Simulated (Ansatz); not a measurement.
## One input, then a changed one: HgTe (zincblende type)

First run: DFT, LDA, PAW with Ansatz's default frozen-core files, scalar-relativistic (Ansatz 0.2.0).

Command: `ansatz run input.yaml --threads 1 --pin off --max-ram 2048MiB --backend cpu --events-out ev --progress --plain --runs-dir out` It took 2.6 s on 1 thread of Arm Neoverse V2, on a shared host, peak memory 0.3 GiB.

```yaml
crystal:
  lattice:
    - [0.0, 2.6357094688, 2.6357094688]
    - [2.6357094688, 0.0, 2.6357094688]
    - [2.6357094688, 2.6357094688, 0.0]
  atoms:
    - { symbol: Hg, position: [0.0, 0.0, 0.0] }
    - { symbol: Te, position: [0.25, 0.25, 0.25] }
kpoints:
  mp_grid: { grid: [11, 11, 11] }
scf:
  occupations: { method: fermi_dirac, width: 0.05 }
hamiltonian:
  xc: lda
  pseudopotentials: { kind: paw }
output:
  forces: true
  stress: true
  eigenvalues: true
basis:
  ecutwfc: 300
```

The cell comes from a relaxation on PAW files under the same functional, begun from a prototype that needn't be the stable phase.

This run: volume at 0.55 of the series' base cell, ecut 300.

It converges in 6 SCF iterations at a pressure of 129.3 GPa, cutoff 300 eV.

The input is then changed:

```diff
   xc: lda
-  pseudopotentials: { kind: paw }
+  pseudopotentials: { kind: paw, source: jth }
 output:
 basis:
-  ecutwfc: 300
+  ecutwfc: "14.7 Ry"
```

Question: Predict the outcome of the changed run.

Answer: It converges in 6 SCF iterations at a pressure of 147.5 GPa, cutoff 200 eV. More than one line changes, and not each need have an effect. Some of the changed settings are coarser than converged work would use.
